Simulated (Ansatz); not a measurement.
This cell of Al (fcc, Cu type) is off equilibrium:

```
CELL_PARAMETERS angstrom
      4.03999     0.00000     0.00000
      0.00000     4.03999     0.00000
      0.00000     0.00000     4.03999
ATOMIC_POSITIONS crystal
  Al 0.00000 0.00000 0.00000
  Al 0.50000 0.50000 0.00000
  Al 0.50000 0.00000 0.50000
  Al 0.91213 0.50000 0.58787
```

Method: PBE (plane waves to 420 eV, PAW, scalar-relativistic; Ansatz, a program for electronic structure). k mesh 9×9×9 (Γ-centred), Fermi-Dirac smearing 0.05 eV. Energies are smeared free energies. Compression counts positive. With partly filled bands, energies and forces of such displacements shift with the k mesh and the smearing. On this mesh the relaxed cell isn't quite at rest: it carries a pressure of 0.2 GPa (compression positive) at the zero of the scan. Al was relaxed with its symmetry unable to fall. The PAW data are Ansatz's earlier set.

**Question.** What forces act on the atoms (eV/Å, Cartesian)?

**Answer.** 
```
atom      Fx     Fy      Fz
----  ------  -----  ------
Al1    0.278  0.000   0.845
Al2   -1.618  0.000   1.618
Al3   -0.845  0.000  -0.278
Al4    2.185  0.000  -2.185
```

**Question.** What is the stress tensor (GPa)?

**Answer.** 
```
    6.0      0.0     -4.3
    0.0      3.5      0.0
   -4.3      0.0      6.0
```
The pressure, a third of the trace, is 5.2 GPa.

**Question.** In it atom 4 sits (-0.355, 0.000, 0.355) Å away from its relaxed site. What is its energy relative to the relaxed cell?

**Answer.** 661 meV/cell.

(For displaced atoms, the force is minus the slope of the energy, and its curvature is a force constant, which sets phonon frequencies.)
